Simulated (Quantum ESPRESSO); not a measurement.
# Computed records: TaTi2O5F3 (made-up cell, one site empty)

All values are calculated (Quantum ESPRESSO 7.5). Calculation on a made-up crystal cell, not a measurement, run twice, once with a planted mistake found by running each candidate: periodic Kohn-Sham density functional theory in plane waves with PseudoDojo standard norm-conserving scalar-relativistic pseudopotentials, each functional with its own files (v0.5 for PBE, v0.4.1 for LDA and PBEsol), no spin polarisation, no spin-orbit coupling, atoms not relaxed, stress positive in tension, energies less a fixed whole-eV offset for each atom's element; levels are Kohn-Sham levels at fractions of this cell's reciprocal vectors, counted from the reference band (half the neutral cell's valence electrons, rounded up) at Gamma; error bars cover cutoff and k-mesh only, not smearing or the files; each bar is the largest change over components, and at least 0.002 eV, 0.002 eV per angstrom or 0.02 GPa; a charged cell sits in a uniform background, with energy and stress on this program's zero of potential; no dispersion term; energies are for the whole cell, and the offsets were chosen from early runs and are not element reference energies; a distance is the largest change of any value in units of its error bar (the energy's for the smearing term), a scale change is of lengths, and a coarse mesh keeps the half-step shift.

Common to all runs: intended functional pbe; intended cutoff 1143 eV; intended fermi dirac smearing 0.025 eV; intended scf tolerance 1e-07 eV; intended electrons removed 0; healthy smearing term minus ts 0 eV; healthy reference band 44; faulty smearing term minus ts 0 eV; faulty reference band 44; candidate functional lda; candidate electrons removed -1; structure shown as intended, without the mistake.

(1) 
```cif
# cell vector a (Å): 4.7097 0.0000 0.0000
# cell vector b (Å): 0.0000 4.7097 0.0000
# cell vector c (Å): 0.0000 0.0000 6.0162
data_TaTi2O5F3
_symmetry_space_group_name_H-M 'P 1'
_symmetry_Int_Tables_number 1
_cell_length_a 4.7097
_cell_length_b 4.7097
_cell_length_c 6.0162
_cell_angle_alpha 90.000
_cell_angle_beta 90.000
_cell_angle_gamma 90.000
_cell_volume 133.45
loop_
_atom_site_label
_atom_site_type_symbol
_atom_site_fract_x
_atom_site_fract_y
_atom_site_fract_z
_atom_site_occupancy
Ta1 Ta 0.98567 0.99355 0.99581 1
Ti1 Ti 0.99722 0.00905 0.49435 1
Ti2 Ti 0.49829 0.49920 0.75556 1
O1 O 0.30250 0.30843 0.99794 1
F1 F 0.69123 0.70705 0.00748 1
O2 O 0.80969 0.19190 0.25835 1
F2 F 0.19381 0.80462 0.25169 1
F3 F 0.30346 0.30070 0.50859 1
O3 O 0.69716 0.69790 0.50150 1
O4 O 0.80602 0.19184 0.75125 1
O5 O 0.20107 0.80290 0.75297 1
_calc_lattice_type 'rutile, doubled along c'
_calc_empty_site 2
_calc_healthy_free_energy_less_offsets 10.967  # eV
_calc_healthy_scf_iterations 19
_calc_healthy_pressure -5.99  # GPa
_calc_healthy_stress_xx 5.43  # GPa
_calc_healthy_stress_yy 5.51  # GPa
_calc_healthy_stress_zz 7.03  # GPa
_calc_healthy_stress_yz -3.89  # GPa
_calc_healthy_stress_xz -5.41  # GPa
_calc_healthy_stress_xy 4.1  # GPa
_calc_faulty_free_energy_less_offsets 20.05  # eV
_calc_faulty_scf_iterations 20
_calc_faulty_pressure -17.04  # GPa
_calc_faulty_stress_xx 15.99  # GPa
_calc_faulty_stress_yy 16.02  # GPa
_calc_faulty_stress_zz 19.12  # GPa
_calc_faulty_stress_yz -3.77  # GPa
_calc_faulty_stress_xz -5.26  # GPa
_calc_faulty_stress_xy 4.38  # GPa
_calc_candidate_k_points_along_each_vector 1
_calc_candidate_cutoff 578  # eV
_calc_candidate_smearing 0.81  # eV
_calc_candidate_scf_tolerance 0.1  # eV
_calc_candidate_scale_change -1.83  # percent
_calc_candidate_first_exchanged_site 1
_calc_candidate_second_exchanged_site 4
_calc_intended_k_mesh '5 x 5 x 4, shifted by half a step'
_calc_fault_kind 'wrong functional'
_calc_other_mistakes_compared 7
_calc_distance_from_healthy 2492  # error bars
_calc_distance_from_nearest_other_mistake 1034  # error bars
_calc_healthy_error_bar_energy 0.003645  # eV
_calc_healthy_error_bar_stress 0.02927  # GPa
_calc_healthy_error_bar_force 0.002  # eV/angstrom
_calc_healthy_error_bar_next_band_up 0.002  # eV
```

Atoms:
```csv
atoms element,atom site,atom energy offset (eV)
Ta,1,-1770
Ti,3,-1614
Ti,4,-1614
O,5,-452
F,6,-677
O,7,-452
F,8,-677
F,9,-677
O,10,-452
O,11,-452
O,12,-452
```

Healthy forces:
```csv
site,x (eV/Å),y (eV/Å),z (eV/Å)
1,2.459,4.606,1.063
3,-3.422,-1.369,-1.013
4,-0.753,0.034,-1.335
5,-0.943,-1.262,-1.971
6,-0.357,-0.674,-0.35
7,1.8,-1.777,-0.519
8,0.23,-0.216,-0.13
9,-0.108,-0.166,0.765
10,1.204,1.013,2.522
11,-0.14,0.083,0.406
12,0.03,-0.273,0.562
```

Healthy levels:
```csv
level k point,next band up (eV)
Gamma,2.073
"(1/2,1/2,1/2)",2.139
"(0.15,0,0)",2.082
"(0,0.15,0)",2.074
"(0,0,0.15)",2.03
```

Faulty forces:
```csv
site,x (eV/Å),y (eV/Å),z (eV/Å)
1,2.335,4.462,1.055
3,-3.372,-1.322,-1.074
4,-0.789,0.032,-1.304
5,-1.054,-1.377,-2.259
6,-0.058,-0.377,-0.64
7,2.183,-2.188,-0.606
8,-0.216,0.212,-0.27
9,-0.193,-0.243,1.053
10,1.252,1.066,2.747
11,0.054,-0.139,0.573
12,-0.143,-0.124,0.725
```

Faulty levels:
```csv
level k point,next band up (eV)
Gamma,2.028
"(1/2,1/2,1/2)",2.109
"(0.15,0,0)",2.048
"(0,0.15,0)",2.033
"(0,0,0.15)",1.992
```

Candidate mistake: coarse kmesh, low cutoff, wide smearing, wrong functional, loose scf, wrong charge, cell scaled, atoms exchanged

(2) 
```cif
# cell vector a (Å): 4.7097 0.0000 0.0000
# cell vector b (Å): 0.0000 4.7097 0.0000
# cell vector c (Å): 0.0000 0.0000 6.0162
data_TaTi2O5F3
_symmetry_space_group_name_H-M 'P 1'
_symmetry_Int_Tables_number 1
_cell_length_a 4.7097
_cell_length_b 4.7097
_cell_length_c 6.0162
_cell_angle_alpha 90.000
_cell_angle_beta 90.000
_cell_angle_gamma 90.000
_cell_volume 133.45
loop_
_atom_site_label
_atom_site_type_symbol
_atom_site_fract_x
_atom_site_fract_y
_atom_site_fract_z
_atom_site_occupancy
Ta1 Ta 0.98567 0.99355 0.99581 1
Ti1 Ti 0.99722 0.00905 0.49435 1
Ti2 Ti 0.49829 0.49920 0.75556 1
O1 O 0.30250 0.30843 0.99794 1
F1 F 0.69123 0.70705 0.00748 1
O2 O 0.80969 0.19190 0.25835 1
F2 F 0.19381 0.80462 0.25169 1
F3 F 0.30346 0.30070 0.50859 1
O3 O 0.69716 0.69790 0.50150 1
O4 O 0.80602 0.19184 0.75125 1
O5 O 0.20107 0.80290 0.75297 1
_calc_lattice_type 'rutile, doubled along c'
_calc_empty_site 2
_calc_healthy_free_energy_less_offsets 10.967  # eV
_calc_healthy_scf_iterations 19
_calc_healthy_pressure -5.99  # GPa
_calc_healthy_stress_xx 5.43  # GPa
_calc_healthy_stress_yy 5.51  # GPa
_calc_healthy_stress_zz 7.03  # GPa
_calc_healthy_stress_yz -3.89  # GPa
_calc_healthy_stress_xz -5.41  # GPa
_calc_healthy_stress_xy 4.1  # GPa
_calc_faulty_free_energy_less_offsets 10.642  # eV
_calc_faulty_scf_iterations 21
_calc_faulty_pressure -6.68  # GPa
_calc_faulty_stress_xx 4.04  # GPa
_calc_faulty_stress_yy 4.14  # GPa
_calc_faulty_stress_zz 11.84  # GPa
_calc_faulty_stress_yz -4.34  # GPa
_calc_faulty_stress_xz -5.08  # GPa
_calc_faulty_stress_xy 1.38  # GPa
_calc_candidate_k_points_along_each_vector 1
_calc_candidate_cutoff 578  # eV
_calc_candidate_smearing 0.81  # eV
_calc_candidate_scf_tolerance 0.1  # eV
_calc_candidate_scale_change -1.83  # percent
_calc_candidate_first_exchanged_site 1
_calc_candidate_second_exchanged_site 4
_calc_intended_k_mesh '5 x 5 x 4, shifted by half a step'
_calc_fault_kind 'atoms exchanged'
_calc_other_mistakes_compared 7
_calc_distance_from_healthy 645.7  # error bars
_calc_distance_from_nearest_other_mistake 626.5  # error bars
_calc_healthy_error_bar_energy 0.003645  # eV
_calc_healthy_error_bar_stress 0.02927  # GPa
_calc_healthy_error_bar_force 0.002  # eV/angstrom
_calc_healthy_error_bar_next_band_up 0.002  # eV
```

Atoms:
```csv
atoms element,atom site,atom energy offset (eV)
Ta,1,-1770
Ti,3,-1614
Ti,4,-1614
O,5,-452
F,6,-677
O,7,-452
F,8,-677
F,9,-677
O,10,-452
O,11,-452
O,12,-452
```

Healthy forces:
```csv
site,x (eV/Å),y (eV/Å),z (eV/Å)
1,2.459,4.606,1.063
3,-3.422,-1.369,-1.013
4,-0.753,0.034,-1.335
5,-0.943,-1.262,-1.971
6,-0.357,-0.674,-0.35
7,1.8,-1.777,-0.519
8,0.23,-0.216,-0.13
9,-0.108,-0.166,0.765
10,1.204,1.013,2.522
11,-0.14,0.083,0.406
12,0.03,-0.273,0.562
```

Healthy levels:
```csv
level k point,next band up (eV)
Gamma,2.073
"(1/2,1/2,1/2)",2.139
"(0.15,0,0)",2.082
"(0,0.15,0)",2.074
"(0,0,0.15)",2.03
```

Faulty forces:
```csv
site,x (eV/Å),y (eV/Å),z (eV/Å)
1,1.646,3.511,2.093
3,-3.617,-1.459,-2.305
4,-0.393,0.382,-0.216
5,-0.681,-1.018,-2.104
6,0.158,-0.173,-0.508
7,2.09,-2.027,-0.269
8,-0.234,0.276,-0.185
9,-0.074,-0.156,0.343
10,1.036,0.808,2.421
11,0.011,0.054,0.367
12,0.056,-0.197,0.363
```

Faulty levels:
```csv
level k point,next band up (eV)
Gamma,2.045
"(1/2,1/2,1/2)",2.185
"(0.15,0,0)",2.082
"(0,0.15,0)",2.083
"(0,0,0.15)",2.076
```

Candidate mistake: coarse kmesh, low cutoff, wide smearing, wrong functional, loose scf, wrong charge, cell scaled, atoms exchanged

(3) 
```cif
# cell vector a (Å): 4.9362 0.0317 0.0097
# cell vector b (Å): 0.0317 5.0185 -0.0833
# cell vector c (Å): 0.0097 -0.0833 5.0702
data_TaTi2O5F3
_symmetry_space_group_name_H-M 'P 1'
_symmetry_Int_Tables_number 1
_cell_length_a 4.9363
_cell_length_b 5.0193
_cell_length_c 5.0709
_cell_angle_alpha 91.891
_cell_angle_beta 89.784
_cell_angle_gamma 89.272
_cell_volume 125.56
loop_
_atom_site_label
_atom_site_type_symbol
_atom_site_fract_x
_atom_site_fract_y
_atom_site_fract_z
_atom_site_occupancy
Ti1 Ti 0.00669 0.50371 0.49534 1
Ti2 Ti 0.50437 0.99518 0.50182 1
Ta1 Ta 0.49364 0.48339 0.99946 1
O1 O 0.24156 0.25736 0.25139 1
F1 F 0.24842 0.24997 0.75674 1
O2 O 0.25295 0.74992 0.24849 1
F2 F 0.24391 0.75140 0.74002 1
O3 O 0.76597 0.24786 0.25524 1
O4 O 0.74691 0.25066 0.74917 1
F3 F 0.75181 0.74473 0.24830 1
O5 O 0.75216 0.76401 0.74828 1
_calc_lattice_type 'fluorite'
_calc_empty_site 1
_calc_healthy_free_energy_less_offsets 15.225  # eV
_calc_healthy_scf_iterations 23
_calc_healthy_pressure -17.68  # GPa
_calc_healthy_stress_xx 14.34  # GPa
_calc_healthy_stress_yy 17.38  # GPa
_calc_healthy_stress_zz 21.34  # GPa
_calc_healthy_stress_yz -2.74  # GPa
_calc_healthy_stress_xz -6.43  # GPa
_calc_healthy_stress_xy 0.73  # GPa
_calc_faulty_free_energy_less_offsets 14.982  # eV
_calc_faulty_scf_iterations 25
_calc_faulty_pressure -18.2  # GPa
_calc_faulty_stress_xx 14.89  # GPa
_calc_faulty_stress_yy 17.97  # GPa
_calc_faulty_stress_zz 21.74  # GPa
_calc_faulty_stress_yz -2.9  # GPa
_calc_faulty_stress_xz -6.27  # GPa
_calc_faulty_stress_xy 0.85  # GPa
_calc_candidate_k_points_along_each_vector 2
_calc_candidate_cutoff 613  # eV
_calc_candidate_smearing 0.47  # eV
_calc_candidate_scf_tolerance 0.6  # eV
_calc_candidate_scale_change 1.7  # percent
_calc_candidate_first_exchanged_site 11
_calc_candidate_second_exchanged_site 12
_calc_intended_k_mesh '5 x 4 x 4, shifted by half a step'
_calc_fault_kind 'coarse kmesh'
_calc_other_mistakes_compared 7
_calc_distance_from_healthy 121.5  # error bars
_calc_distance_from_nearest_other_mistake 274.3  # error bars
_calc_healthy_error_bar_energy 0.002  # eV
_calc_healthy_error_bar_stress 0.05832  # GPa
_calc_healthy_error_bar_force 0.01034  # eV/angstrom
_calc_healthy_error_bar_next_band_up 0.003665  # eV
```

Atoms:
```csv
atoms element,atom site,atom energy offset (eV)
Ti,2,-1614
Ti,3,-1614
Ta,4,-1770
O,5,-452
F,6,-677
O,7,-452
F,8,-677
O,9,-452
O,10,-452
F,11,-677
O,12,-452
```

Healthy forces:
```csv
site,x (eV/Å),y (eV/Å),z (eV/Å)
2,-1.759,-1.103,-2.142
3,2.259,0.586,-0.936
4,2.127,-1.611,2.49
5,1.882,1.333,0.757
6,-0.014,0.555,-0.311
7,1.503,-0.795,0.963
8,0.57,-0.761,0.21
9,-2.312,1.681,0.574
10,-1.939,1.756,-0.214
11,-0.282,-0.371,0.128
12,-2.034,-1.27,-1.519
```

Healthy levels:
```csv
level k point,next band up (eV)
Gamma,0.517
"(1/2,1/2,1/2)",0.583
"(0.15,0,0)",0.583
"(0,0.15,0)",0.565
"(0,0,0.15)",0.576
```

Faulty forces:
```csv
site,x (eV/Å),y (eV/Å),z (eV/Å)
2,-1.771,-1.079,-2.092
3,2.184,0.646,-0.922
4,2.169,-1.477,2.473
5,1.898,1.228,0.78
6,-0.022,0.567,-0.33
7,1.462,-0.83,0.983
8,0.575,-0.767,0.194
9,-2.306,1.729,0.549
10,-1.89,1.675,-0.279
11,-0.278,-0.362,0.134
12,-2.02,-1.329,-1.491
```

Faulty levels:
```csv
level k point,next band up (eV)
Gamma,0.566
"(1/2,1/2,1/2)",0.635
"(0.15,0,0)",0.63
"(0,0.15,0)",0.613
"(0,0,0.15)",0.627
```

Candidate mistake: coarse kmesh, low cutoff, wide smearing, wrong functional, loose scf, wrong charge, cell scaled, atoms exchanged

(4) 
```cif
# cell vector a (Å): 4.9362 0.0317 0.0097
# cell vector b (Å): 0.0317 5.0185 -0.0833
# cell vector c (Å): 0.0097 -0.0833 5.0702
data_TaTi2O5F3
_symmetry_space_group_name_H-M 'P 1'
_symmetry_Int_Tables_number 1
_cell_length_a 4.9363
_cell_length_b 5.0193
_cell_length_c 5.0709
_cell_angle_alpha 91.891
_cell_angle_beta 89.784
_cell_angle_gamma 89.272
_cell_volume 125.56
loop_
_atom_site_label
_atom_site_type_symbol
_atom_site_fract_x
_atom_site_fract_y
_atom_site_fract_z
_atom_site_occupancy
Ti1 Ti 0.00669 0.50371 0.49534 1
Ti2 Ti 0.50437 0.99518 0.50182 1
Ta1 Ta 0.49364 0.48339 0.99946 1
O1 O 0.24156 0.25736 0.25139 1
F1 F 0.24842 0.24997 0.75674 1
O2 O 0.25295 0.74992 0.24849 1
F2 F 0.24391 0.75140 0.74002 1
O3 O 0.76597 0.24786 0.25524 1
O4 O 0.74691 0.25066 0.74917 1
F3 F 0.75181 0.74473 0.24830 1
O5 O 0.75216 0.76401 0.74828 1
_calc_lattice_type 'fluorite'
_calc_empty_site 1
_calc_healthy_free_energy_less_offsets 15.225  # eV
_calc_healthy_scf_iterations 23
_calc_healthy_pressure -17.68  # GPa
_calc_healthy_stress_xx 14.34  # GPa
_calc_healthy_stress_yy 17.38  # GPa
_calc_healthy_stress_zz 21.34  # GPa
_calc_healthy_stress_yz -2.74  # GPa
_calc_healthy_stress_xz -6.43  # GPa
_calc_healthy_stress_xy 0.73  # GPa
_calc_faulty_free_energy_less_offsets 30.456  # eV
_calc_faulty_scf_iterations 24
_calc_faulty_pressure -98.76  # GPa
_calc_faulty_stress_xx 95.75  # GPa
_calc_faulty_stress_yy 98.47  # GPa
_calc_faulty_stress_zz 102.07  # GPa
_calc_faulty_stress_yz -3.46  # GPa
_calc_faulty_stress_xz -7.26  # GPa
_calc_faulty_stress_xy 0.82  # GPa
_calc_candidate_k_points_along_each_vector 2
_calc_candidate_cutoff 613  # eV
_calc_candidate_smearing 0.47  # eV
_calc_candidate_scf_tolerance 0.6  # eV
_calc_candidate_scale_change 1.7  # percent
_calc_candidate_first_exchanged_site 11
_calc_candidate_second_exchanged_site 12
_calc_intended_k_mesh '5 x 4 x 4, shifted by half a step'
_calc_fault_kind 'low cutoff'
_calc_other_mistakes_compared 7
_calc_distance_from_healthy 7616  # error bars
_calc_distance_from_nearest_other_mistake 2741  # error bars
_calc_healthy_error_bar_energy 0.002  # eV
_calc_healthy_error_bar_stress 0.05832  # GPa
_calc_healthy_error_bar_force 0.01034  # eV/angstrom
_calc_healthy_error_bar_next_band_up 0.003665  # eV
```

Atoms:
```csv
atoms element,atom site,atom energy offset (eV)
Ti,2,-1614
Ti,3,-1614
Ta,4,-1770
O,5,-452
F,6,-677
O,7,-452
F,8,-677
O,9,-452
O,10,-452
F,11,-677
O,12,-452
```

Healthy forces:
```csv
site,x (eV/Å),y (eV/Å),z (eV/Å)
2,-1.759,-1.103,-2.142
3,2.259,0.586,-0.936
4,2.127,-1.611,2.49
5,1.882,1.333,0.757
6,-0.014,0.555,-0.311
7,1.503,-0.795,0.963
8,0.57,-0.761,0.21
9,-2.312,1.681,0.574
10,-1.939,1.756,-0.214
11,-0.282,-0.371,0.128
12,-2.034,-1.27,-1.519
```

Healthy levels:
```csv
level k point,next band up (eV)
Gamma,0.517
"(1/2,1/2,1/2)",0.583
"(0.15,0,0)",0.583
"(0,0.15,0)",0.565
"(0,0,0.15)",0.576
```

Faulty forces:
```csv
site,x (eV/Å),y (eV/Å),z (eV/Å)
2,-2.037,-0.986,-1.948
3,2.197,0.837,-1.134
4,2.171,-1.741,2.581
5,2.099,1.074,0.77
6,-0.057,0.54,-0.442
7,1.496,-0.812,1.202
8,0.558,-0.585,0.066
9,-2.367,1.549,0.792
10,-1.945,1.783,-0.443
11,-0.235,-0.417,0.229
12,-1.879,-1.242,-1.673
```

Faulty levels:
```csv
level k point,next band up (eV)
Gamma,0.645
"(1/2,1/2,1/2)",0.702
"(0.15,0,0)",0.73
"(0,0.15,0)",0.703
"(0,0,0.15)",0.741
```

Candidate mistake: coarse kmesh, low cutoff, wide smearing, wrong functional, loose scf, wrong charge, cell scaled, atoms exchanged
